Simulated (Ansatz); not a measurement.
Cs2KInCl6:
Space group Fm-3m (No. 225); a = b = c = 10.890 Å, α = β = γ = 90.00°

```
atom  site  symmetry       x       y       z
----  ----  --------  ------  ------  ------
K       4b      m-3m  0.5000  0.5000  0.5000
Cs      8c      -43m  0.2500  0.2500  0.2500
In      4a      m-3m  0.0000  0.0000  0.0000
Cl     24e      4m.m  0.0000  0.0000  0.2305
```
(The calculation used a cell of 10 atoms; values per cell refer to that cell.)

Relaxed with PBEsol. Independent-particle spectrum: no excitons, no local fields, no scissors shift; 0.1 eV broadening; ε₁ of the summed bands alone.

**Question.** Tabulate the dielectric function from DFT-PBEsol in the program Ansatz with PAW potentials.

**Answer.** 

```
E (eV)  ε₁ xx  ε₂ xx
------  -----  -----
0.0      3.07   0.00
0.4      3.08   0.00
0.8      3.09   0.00
1.2      3.11   0.00
1.6      3.15   0.00
2.0      3.20   0.00
2.4      3.27   0.00
2.8      3.35   0.00
3.2      3.48   0.00
3.6      3.67   0.00
4.0      4.12   0.14
4.4      4.19   0.64
4.8      3.61   1.60
5.2      3.40   0.13
5.6      4.35   0.01
6.0      5.64   0.33
6.4      7.99   2.87
6.8      3.29   3.33
7.2      4.78   3.87
7.6      2.95   4.79
8.0      1.74   3.63
8.4      1.95   3.35
8.8      1.94   3.20
9.2      1.23   3.41
9.6      0.73   3.12
10.0     0.44   2.55
10.4     0.89   1.80
10.8     1.06   1.72
11.2     1.74   1.86
11.6     1.43   2.37
12.0     1.48   2.15
```

**Question.** From ε at 5.1 eV (xx: 3.13 + 0.40i), find n, k, the normal reflectivity and the absorption coefficient.

**Answer.** n = 1.77, k = 0.113, R = 8 %, α = 2kE/ħc = 58000 cm⁻¹.

With all bands, ε∞ without local fields is 3.13. DFPT, with local fields, gives 2.78.

The workflow started from a Materials Project entry (that database holds measured and hypothetical structures alike); the Crystallography Open Database copy checked does not list it. Whether it is the stable phase at ambient conditions was not checked. Symmetry was held in the PBEsol relaxation; its stability against distortions is not shown here. Scalar-relativistic: spin–orbit coupling is off unless named, which matters more the heavier the elements.

Potentials: the later of the program's two PAW sets.
